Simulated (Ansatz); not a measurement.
Data:

ZrTa:
```cif
data_TaZr
_chemical_formula_sum 'Ta1 Zr1'
_space_group_name_H-M_alt 'Pm-3m'
_space_group_IT_number 221
_space_group_name_Hall '-P 4 2 3'
_cell_length_a 3.39663
_cell_length_b 3.39663
_cell_length_c 3.39663
_cell_angle_alpha 90.000
_cell_angle_beta 90.000
_cell_angle_gamma 90.000
loop_
_atom_site_label
_atom_site_type_symbol
_atom_site_symmetry_multiplicity
_atom_site_Wyckoff_symbol
_atom_site_fract_x
_atom_site_fract_y
_atom_site_fract_z
_atom_site_occupancy
Ta1 Ta 1 a 0.00000 0.00000 0.00000 1
Zr1 Zr 1 b 0.50000 0.50000 0.50000 1
```

This is the PBEsol-relaxed structure.

Problem. All from the program Ansatz at the PBEsol level (PAW), unless another level is named. Predict the density of states at the Fermi level.

Solution. 2.2 states/eV per atom (mean over ±0.08 eV).

Problem. Next, the formation energy from the elements (no fitted shifts)?

Solution. 0.20 eV/atom.

The start of the workflow was typed in or built on a structure type; neither database checked (COD, Materials Project) lists it. Whether it is the stable phase at ambient conditions was not checked. The PBEsol relaxation kept the symmetry of its start; whether a distortion lowers the energy is not shown. The run is not spin-polarised. Its formation energy is positive at this level, so the cell may be metastable or incomplete. The references are the lowest solids computed at this level, not always the standard phases. Scalar-relativistic: spin–orbit coupling is off unless named, which matters more the heavier the elements.

Potentials: the earlier of the program's two PAW sets. The files were generated under PBE; for other functionals the program regenerates the frozen cores, and for LDA and PBEsol the local potential too.
